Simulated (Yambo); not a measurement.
Na3BrO (anti-perovskite, space group Pm-3m, No. 221), G0W0@PBEsol in Yambo with this input:

```
rim_cut
gw0
dyson
el_el_corr
HF_and_locXC
ppa
em1d
RandQpts= 1000000
RandGvec= 1 Ry
EXXRLvcs= 88 Ry
VXCRLvcs= 352 Ry
Chimod= "HARTREE"
% BndsRnXp
 4 | 136 |
%
NGsBlkXp= 7 Ry
% LongDrXp
 1.0 | 1.0 | 1.0 |
%
PPAPntXp= 27.2114 eV
% GbndRnge
 1 | 136 |
%
GTermKind= "BG"
DysSolver= "n"
ExtendOut
```

On a 4×4×4 mesh, with wavefunctions cut at 88 Ry, the gap (Γ → Γ) is 3.745 eV and the valence edge shifts by -1.115 eV.

Problem. What happens with this change: no terminator?

Solution. The gap falls by 0.127 eV, to 3.618 eV; the shift of the valence edge becomes -0.926 eV. Neither run is shown to be the converged limit.

Spin-orbit coupling is not included.

Geometry of the Materials Project entry, not relaxed at this level; primitive cell a = b = c = 4.5331 Å, α = β = γ = 90.00°.

The structure is a Materials Project entry; no match was found in the copy of COD used, and its stability was not checked.

A shift is the quasiparticle energy of the state minus its PBEsol energy.
